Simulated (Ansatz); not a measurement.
Rb$_{2}$ScAgCl$_{6}$:
```yaml
crystal:
  lattice:
    - [0.00000, 5.17947, 5.17947]
    - [5.17947, 0.00000, 5.17947]
    - [5.17947, 5.17947, 0.00000]
  atoms:
    - { symbol: Rb, position: [0.75000, 0.75000, 0.75000] }
    - { symbol: Rb, position: [0.25000, 0.25000, 0.25000] }
    - { symbol: Sc, position: [0.00000, 0.00000, 0.00000] }
    - { symbol: Ag, position: [0.50000, 0.50000, 0.50000] }
    - { symbol: Cl, position: [0.76021, 0.23979, 0.23979] }
    - { symbol: Cl, position: [0.23979, 0.76021, 0.76021] }
    - { symbol: Cl, position: [0.23979, 0.76021, 0.23979] }
    - { symbol: Cl, position: [0.76021, 0.23979, 0.76021] }
    - { symbol: Cl, position: [0.23979, 0.23979, 0.76021] }
    - { symbol: Cl, position: [0.76021, 0.76021, 0.23979] }
```

Relaxed with r²SCAN. Special points in fractions of this cell's reciprocal vectors: Γ (0.000, 0.000, 0.000); X (0.500, 0.000, 0.500); U (0.625, 0.250, 0.625); K (0.375, 0.375, 0.750); L (0.500, 0.500, 0.500); W (0.500, 0.250, 0.750).

Question: List the band energies nearest the valence-band maximum at these points for r²SCAN (plane waves, PAW; program Ansatz).

Answer: In eV from the valence-band maximum; about four levels below and three above (degenerate sets whole), none deeper than 8.9 eV; points with the same levels are listed once.

```
k                          below                above
-  -----------------------------  -------------------
Γ  -0.94 -0.94 -0.94 -0.46 -0.46       3.58 3.58 3.58
X        -0.83 -0.83 -0.62 -0.46  3.58 3.78 3.81 3.81
U        -0.87 -0.86 -0.48 -0.22       3.61 3.75 3.78
L          -1.10 -1.10 0.00 0.00       3.57 3.66 3.66
W  -0.97 -0.97 -0.83 -0.57 -0.17       3.67 3.67 3.81
```

Space group Fm-3m. The first step of the workflow began from a Materials Project structure, measured or hypothetical; the Crystallography Open Database copy checked does not list it. Its standing as an ambient phase is unchecked. Symmetry was held in the r²SCAN relaxation; its stability against distortions is not shown here. The run is not spin-polarised. Spin–orbit coupling is left out wherever it is not named.

Potentials: the later of the program's two PAW sets.
